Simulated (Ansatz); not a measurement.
An Ansatz (a quantum-chemistry and plane-wave program) run. Input:

Ansatz 0.2 input:
```yaml
crystal:
  lattice:
    - [5.818807883, 0.0, 0.0]
    - [-2.9094039415, 5.0392354464, 0.0]
    - [0.0, 0.0, 7.1876383273]
  atoms:
    - { symbol: Ba, position: [0.6666666667, 0.3333333333, 0.3350025842] }
    - { symbol: Ba, position: [0.3333333333, 0.6666666667, 0.6649974158] }
    - { symbol: Ba, position: [0.0, 0.0, 0.0] }
    - { symbol: Ca, position: [0.0, 0.0, 0.5] }
    - { symbol: Ta, position: [0.6666666667, 0.3333333333, 0.832223528] }
    - { symbol: Ta, position: [0.3333333333, 0.6666666667, 0.167776472] }
    - { symbol: O, position: [0.1758712765, 0.8241287235, 0.3142662431] }
    - { symbol: O, position: [0.8241287235, 0.1758712765, 0.6857337569] }
    - { symbol: O, position: [0.1758712765, 0.3517425531, 0.3142662431] }
    - { symbol: O, position: [0.8241287235, 0.6482574469, 0.6857337569] }
    - { symbol: O, position: [0.6482574469, 0.8241287235, 0.3142662431] }
    - { symbol: O, position: [0.3517425531, 0.1758712765, 0.6857337569] }
    - { symbol: O, position: [0.5, 0.5, 0.0] }
    - { symbol: O, position: [0.5, 0.0, 0.0] }
    - { symbol: O, position: [0.0, 0.5, 0.0] }
kpoints:
  mp_grid: { grid: [6, 6, 4] }
hamiltonian:
  xc: lda
  pseudopotentials: { kind: paw }
scf:
  occupations: { method: fixed }
phonons:
  method: dfpt
  response_accuracy: low
  eigenvectors: true
  rigid_motions: translations
  dielectric: true
```

Output (shortened):

```
Pseudopotential: Ba, paw, valence charge 10
Pseudopotential: Ca, paw, valence charge 10
Pseudopotential: Ta, paw, valence charge 13
Pseudopotential: O, paw, valence charge 6
Functional definition: SPW92
Crystal: 15 atoms, lattice volume = 210.758 Å³
Basis set: ecut = 420 eV, 4153 PW (Γ), exchange–correlation on 80×80×100 points (8 copies of the dense FFT grid, shifted against one another)
Bands: 75, of which v1, the nominal top of the filled ones, is band 60 counted from 1 (59 counted from 0)
Symmetry: 12 space group operations
k-points: 76 of 144 (irreducible under 1 space group operation, time reversal used)
SCF iter   1: F=—  HF=-43499.155545 eV  |F-HF|=—  |Δ(HF+E_count)|=         —  Δρ=1.80e-2  dr2=6.55e-1  ethr=1.77e-3  ⟨swp⟩=4.2  Hψ=21222  notcnv=0  defer=854
preconditioner: auto → Resta (q_TF=auto, 2.484 Å⁻¹)
SCF iter   2: F=—  HF=-43499.014520 eV  |F-HF|=—  |Δ(HF+E_count)|=   1.41e-1  Δρ=6.46e-3  dr2=4.98e-2  ethr=5.46e-4  ⟨swp⟩=2.2  Hψ=9714  notcnv=0  defer=949
SCF iter   3: F=—  HF=-43499.002411 eV  |F-HF|=—  |Δ(HF+E_count)|=   1.21e-2  Δρ=2.21e-3  dr2=5.90e-3  ethr=4.15e-5  ⟨swp⟩=2.3  Hψ=9305  notcnv=0  defer=977
SCF iter   4: F=—  HF=-43499.001023 eV  |F-HF|=—  |Δ(HF+E_count)|=   1.39e-3  Δρ=8.25e-4  dr2=1.19e-3  ethr=4.91e-6  ⟨swp⟩=2.5  Hψ=9041  notcnv=0  defer=981
SCF iter   5: F=—  HF=-43499.000779 eV  |F-HF|=—  |Δ(HF+E_count)|=   2.45e-4  Δρ=1.66e-4  dr2=5.19e-5  ethr=9.92e-7  ⟨swp⟩=2.0  Hψ=8479  notcnv=0  defer=965
SCF iter   6: F=—  HF=-43499.000784 eV  |F-HF|=—  |Δ(HF+E_count)|=   5.51e-6  Δρ=5.56e-5  dr2=1.27e-5  ethr=4.33e-8  ⟨swp⟩=2.0  Hψ=9603  notcnv=0  defer=684
SCF iter   7: F=—  HF=-43499.000782 eV  |F-HF|=—  |Δ(HF+E_count)|=   2.55e-6  Δρ=2.45e-5  dr2=2.05e-6  ethr=1.06e-8  ⟨swp⟩=2.0  Hψ=6004  notcnv=0  defer=650
SCF iter   8: F=—  HF=-43499.000682 eV  |F-HF|=—  |Δ(HF+E_count)|=   9.96e-5  Δρ=2.65e-6  dr2=1.71e-8  ethr=1.71e-9  ⟨swp⟩=2.1  Hψ=9004  notcnv=0  defer=645
SCF iter  10: F=-43499.000682 eV  HF=-43499.000682 eV  |F-HF|=0.00e0  |Δ(HF+E_count)|=  2.91e-11  Δρ=9.07e-8  dr2=1.29e-11  ethr=1.00e-12  ⟨swp⟩=19.5  Hψ=46171  notcnv=0
SCF 1 converged in 10 iterations: F = -43499.000682 eV  dr2 = 1.29e-11
DFPT response loops at Γ: preconditioner auto → Resta (q_TF=auto, 2.484 Å⁻¹)  ε∞=4.3 (no band partly filled) …
SCF converged after 10 iterations
Free energy (F): -43499.000682 eV
Harris-Foulkes:  -43499.000682 eV  (|F-HF|=0.00e0)
Internal energy: -43499.000682 eV  (E = F + TS)
E sigma→0 (E₀):  -43499.000682 eV
Fermi energy:    9.706958 eV
--- Per-component energies (eV) ---
  E_band       = -405.493828
  E_kinetic    = 3097.203069
  E_local      = -6095.296649  (includes V_loc(G=0)·N_el)
  E_nonlocal   = 737.722538
  E_hartree    = 2221.605452
  E_xc         = -1732.139690
  E_vxc        = -1837.821672  (∫ρ·V_xc dr)
  E_paw        = -33612.663951  (= ΣΔE_a)
  E_vpaw       = -750.534631  (= ΣTr[D̂ρ^β])
  E_aug_tail   = 0.022652  (compensation charges beyond the density's cutoff)
  E_ewald      = -8117.974914
  E_core_change = 2.520812  (= ΣΔE_core)
  E_smearing   =  0.000000  (= −TS)
  E_closure    = 0.000000  (closes the sum)
  Σ components = -43499.000682   (vs F -43499.000682, Δ=0.00e0)
  [band-id]    e_kinetic+e_local+e_nonlocal+2·e_hartree+e_vxc+e_vpaw+e_augmentation_tail = -405.493790   (vs E_band -405.493828, Δ=3.82e-5)
--- Band table (eV; the first three rows and the last of 76) ---
  k-point 0: bands = ["-57.0116", "-57.0113", "-26.3425", "-23.7207", "-23.7119", "-23.7119", "-23.6931", "-23.6854", "-23.6854", "-15.3863", "-15.2909", "-14.9846", "-8.3377", "-8.2701", "-8.2701", "-6.9895", "-6.4042", "-6.4042", "-5.7531", "-5.6462", …
  k-point 1: bands = ["-57.0116", "-57.0113", "-26.3425", "-23.7206", "-23.7119", "-23.7119", "-23.6934", "-23.6854", "-23.6854", "-15.3778", "-15.2978", "-14.9850", "-8.3337", "-8.2720", "-8.2720", "-6.9374", "-6.3603", "-6.3603", "-6.1012", "-5.7599", …
  k-point 2: bands = ["-57.0116", "-57.0113", "-26.3425", "-23.7204", "-23.7119", "-23.7119", "-23.6936", "-23.6854", "-23.6854", "-15.3673", "-15.3067", "-14.9855", "-8.3300", "-8.2738", "-8.2738", "-6.8621", "-6.3085", "-6.3027", "-6.3027", "-5.8767", …
  k-point 75: bands = ["-57.0115", "-57.0114", "-26.3424", "-23.7197", "-23.7190", "-23.7134", "-23.6889", "-23.6850", "-23.6841", "-15.3395", "-15.3123", "-14.9850", "-8.3210", "-8.2824", "-8.2737", "-7.1128", "-6.5596", "-6.3880", "-6.0670", "-5.7061", …
--- Phonons (Γ-DFPT): 12 representative perturbations + reference, on 76 of 144 k-points (Σ response iterations 43) ---
  ASR residual: 2.872e-4 → 0.000e0 eV/Å²; symmetrization residual: 1.948e-4 eV/Å²
  ASR residual per site (eV/Å²): 9.85e-5 9.85e-5 8.99e-5 1.52e-4 3.39e-5 3.39e-5 3.96e-5 3.96e-5 3.97e-5 3.97e-5 3.96e-5 3.96e-5 2.66e-4 2.87e-4 2.66e-4
  Γ frequencies (cm⁻¹): -32.43 0.00 0.00 0.00 56.78 56.78 65.13 81.22 81.53 83.10 83.10 94.82 94.82 99.66 103.45 103.45 107.44 107.44 171.31 171.31 200.95 203.24 203.24 215.31 228.48 228.48 238.26 297.07 297.07 309.79 328.24 328.24 381.07 381.07 384.95 398.66 …
  ε∞ (high-frequency dielectric tensor):
        4.695591     0.000000     0.000000
        0.000000     4.695591     0.000000
        0.000000     0.000000     4.561739
  ε⁰ (static dielectric tensor): not given — an optical mode at Γ is not stable, and the ionic part, a sum over the modes at Γ, is formed only where all of …
  softest optical mode at Γ: -32.43 cm⁻¹; the repairs (sum rule, projections) moved no ω² at Γ by more than (12.46 cm⁻¹)²
  Born effective charges Z* (e; rows j = field, columns β = displacement):
    site 0:
         2.69514    0.00000    0.00000
         0.00000    2.69514    0.00000
         0.00000    0.00000    3.03623
    site 1:
         2.69514    0.00000    0.00000
         0.00000    2.69514    0.00000
         0.00000    0.00000    3.03623
    site 2:
         3.02562    0.00000    0.00000
         0.00000    3.02562    0.00000
         0.00000    0.00000    2.21412
    site 3:
         2.97439    0.00000    0.00000
         0.00000    2.97439    0.00000
         0.00000    0.00000    3.32519
    site 4:
         6.82409    0.00000    0.00000
         0.00000    6.82409    0.00000
         0.00000    0.00000    6.13151
    site 5:
         6.82409    0.00000    0.00000
         0.00000    6.82409    0.00000
         0.00000    0.00000    6.13151
    site 6:
        -2.99959    0.58103    0.77419
         0.58103   -2.32868   -0.44698
         0.82773   -0.47789   -2.60734
    site 7:
        -2.99959    0.58103    0.77419
         0.58103   -2.32868   -0.44698
         0.82773   -0.47789   -2.60734
    site 8:
        -1.99322    0.00000    0.00000
         0.00000   -3.33505    0.89396
         0.00000    0.95579   -2.60734
    site 9:
        -1.99322    0.00000    0.00000
         0.00000   -3.33505    0.89396
         0.00000    0.95579   -2.60734
    site 10:
        -2.99959   -0.58103   -0.77419
        -0.58103   -2.32868   -0.44698
        -0.82773   -0.47789   -2.60734
    site 11:
        -2.99959   -0.58103   -0.77419
        -0.58103   -2.32868   -0.44698
        -0.82773   -0.47789   -2.60734
    site 12:
        -3.58030    0.97413    1.34357
         0.97413   -2.45548   -0.77571
         1.17465   -0.67818   -2.74358
    site 13:
        -1.89307    0.00000    0.00000
         0.00000   -4.14271    1.55142
         0.00000    1.35637   -2.74358
    site 14:
        -3.58030   -0.97413   -1.34357
        -0.97413   -2.45548   -0.77571
        -1.17465   -0.67818   -2.74358
  Z* charge neutrality: 1.757e-5 e pre-enforcement
  k-mesh period / interband length: 28.8 Å / 1.41 Å = 20.43 at k = (0.0000, 0.0000, 0.0000), direct gap 3.421 eV — 14 or more, which is no proof of convergence
  optical modes at Γ without the LO–TO term, one row a degenerate level:
      ω (cm⁻¹)  modes    IR ((D/Å)²/amu)
        -32.43      1             0.0000
         56.78      2            29.6150
         65.13      1             0.0000
         81.22      1             0.0000
         81.53      1            11.6811
         83.10      2             0.0000
         94.82      2             0.8814
         99.66      1             6.1174
        103.45      2             0.0000
        107.44      2            27.0482
        171.31      2            43.4536
        200.95      1             0.0000
        203.24      2            70.8809
        215.31      1             0.0000
        228.48      2             0.0000
        238.26      1            53.5595
        297.07      2             0.5960
        309.79      1             0.1807
        328.24      2             0.0000
        381.07      2             0.0037
        384.95      1             0.0000
        398.66      1             0.7209
        536.76      2            51.7501
        581.90      1            52.2827
        652.01      2             0.0000
        658.53      2            55.3443
        836.64      1             0.0000
        845.64      1             2.5752
  optical modes at Γ + LO–TO along q̂ = [1.0000, 0.0000, 0.0000]:
      ω (cm⁻¹)  modes    IR ((D/Å)²/amu)
        -32.43      1             0.0000
         56.78      1            14.8075
         65.13      1             0.0000
         77.96      1             0.0900
         81.22      1             0.0000
         81.53      1            11.6811
         83.10      2             0.0000
         94.82      1             0.4407
         95.23      1             0.0028
         99.66      1             6.1174
        103.45      2             0.0000
        107.44      1            13.5241
        129.18      1             0.2709
        171.31      1            21.7268
        184.84      1             0.1286
        200.95      1             0.0000
        203.24      1            35.4405
        215.31      1             0.0000
        228.48      2             0.0000
        238.26      1            53.5595
        296.46      1             0.0951
        297.07      1             0.2980
        309.79      1             0.1807
        328.24      2             0.0000
        380.55      1            10.7411
        381.07      1             0.0019
        381.83      1            15.8718
        384.95      1             0.0000
        398.66      1             0.7209
        536.76      1            25.8750
        581.90      1            52.2827
        584.08      1            16.1731
        652.01      2             0.0000
        658.53      1            27.6722
        751.84      1            96.4134
        836.64      1             0.0000
        845.64      1             2.5752
  optical modes at Γ + LO–TO along q̂ = [0.0000, 1.0000, 0.0000]:
      ω (cm⁻¹)  modes    IR ((D/Å)²/amu)
        -32.43      1             0.0000
         56.78      1            14.8075
         65.13      1             0.0000
         77.96      1             0.0900
         81.22      1             0.0000
         81.53      1            11.6811
         83.10      2             0.0000
         94.82      1             0.4407
         95.23      1             0.0028
         99.66      1             6.1174
        103.45      2             0.0000
        107.44      1            13.5241
        129.18      1             0.2709
        171.31      1            21.7268
        184.84      1             0.1286
        200.95      1             0.0000
        203.24      1            35.4405
        215.31      1             0.0000
        228.48      2             0.0000
        238.26      1            53.5595
        296.46      1             0.0951
        297.07      1             0.2980
        309.79      1             0.1807
        328.24      2             0.0000
        380.55      1            10.7411
        381.07      1             0.0019
        381.83      1            15.8718
        384.95      1             0.0000
        398.66      1             0.7209
        536.76      1            25.8750
        581.90      1            52.2827
        584.08      1            16.1731
        652.01      2             0.0000
        658.53      1            27.6722
        751.84      1            96.4134
        836.64      1             0.0000
        845.64      1             2.5752
  optical modes at Γ + LO–TO along q̂ = [0.0000, 0.0000, 1.0000]:
      ω (cm⁻¹)  modes    IR ((D/Å)²/amu)
        -32.43      1             0.0000
         56.78      2            29.6150
         65.13      1             0.0000
         81.22      1             0.0000
         83.10      2             0.0000
         92.45      1             0.0315
         94.82      2             0.8814
        103.45      2             0.0000
        107.44      2            27.0482
        130.71      1             0.7776
        171.31      2            43.4536
        200.95      1             0.0000
        203.24      2            70.8809
        215.31      1             0.0000
        228.48      2             0.0000
        297.07      2             0.5960
        309.47      1             0.0455
        328.24      2             0.0000
        376.96      1            16.4758
        381.07      2             0.0037
        384.95      1             0.0000
        405.09      1             5.9508
        536.76      2            51.7501
        652.01      2             0.0000
        658.53      2            55.3443
        713.44      1            92.3225
        836.64      1             0.0000
        852.86      1            11.5138
```

Cost: around 40 core-minutes (rough) on shared cores.

Space group P-3m1. The workflow started from a Materials Project entry (that database holds measured and hypothetical structures alike); the Crystallography Open Database copy checked does not list it. Its standing as an ambient phase is unchecked. Symmetry was held in the LDA relaxation; of distortions, only those at the zone centre were tested, and some modes there are weakly imaginary. No spin polarisation was allowed. Spin–orbit coupling is left out wherever it is not named.

Potentials: the later of the program's two PAW sets.

Ansatz is a plane-wave DFT program.
